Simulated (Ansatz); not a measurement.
Here is the system:

GaN:
Space group P6₃mc (No. 186); a = 3.152 Å, b = 3.152 Å, c = 5.138 Å, α = 90.00°, β = 90.00°, γ = 120.00°

| atom | site | symmetry | x | y | z |
|---|---|---|---|---|---|
| Ga | 2b | 3m. | 0.6667 | 0.3333 | 0.4993 |
| N | 2b | 3m. | 0.3333 | 0.6667 | 0.3757 |

This is the LDA-relaxed structure.

Problem. All from plane-wave PAW LDA (Ansatz code), unless another level is named. Give the Born charges (a third of the trace).

Solution. Ga +2.63, N -2.63 e.

Problem. Give the static dielectric constant ε0 (ions relaxed, cell fixed).

Solution. 9.68 (xx = yy), 10.8 (zz).

Problem. Predict the electronic dielectric constant ε∞ (DFPT).

Solution. 5.62 (xx = yy), 5.85 (zz).

Space group P6_3mc (wurtzite). The cell was relaxed with LDA under the symmetry of its start. Spin–orbit coupling is left out wherever it is not named.

Potentials: the earlier of the program's two PAW sets. The files were generated under PBE; for other functionals the program regenerates the frozen cores, and for LDA and PBEsol the local potential too.
